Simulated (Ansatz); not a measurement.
**Which way does ZnO + MgS ⇌ ZnS + MgO run?**

Plane-wave DFT in Ansatz with scalar-relativistic PAW potentials, cutoff 420 eV, Γ-centred meshes chosen by cell and gap, Gaussian smearing with energies taken to zero width. Every cell was relaxed (cell and atoms) in a run of its own, within the symmetry of its start. Functional: PBE.

Total energies hold large constants for each element; a whole number of eV per atom of each element is taken off below, which cancels in a balanced reaction.

```tsv
compound	lowest structure computed	structures tried	V (Å³/atom)	gap on mesh (eV)	E (eV per formula unit, common shift removed)
ZnO	P6_3mc	4	12.32	0.74	-2.8466
MgS	Fm-3m	3	17.88	2.76	-2.7488
ZnS	F-43m	11	20.15	2.02	-1.7344
MgO	Fm-3m	7	9.62	4.46	-5.1390
```

Problem. Work out the reaction energy at 0 K.

Solution. ΔE = E(ZnS) + E(MgO) − E(ZnO) − E(MgS) = -1.278 eV, or -123 kJ per mole of reaction (-320 meV/atom). The right side is lower: Zn takes S and Mg takes O. Pauling's electronegativities (Mg 1.31, Zn 1.65; O 3.44, S 2.58) would pair Mg with O, the most ionic bond; the result follows that. All four are computed as solids; where they are solids at ordinary conditions entropy changes little. A lower structure that wasn't tried would shift the value, and mixed crystals may lie lower than either side.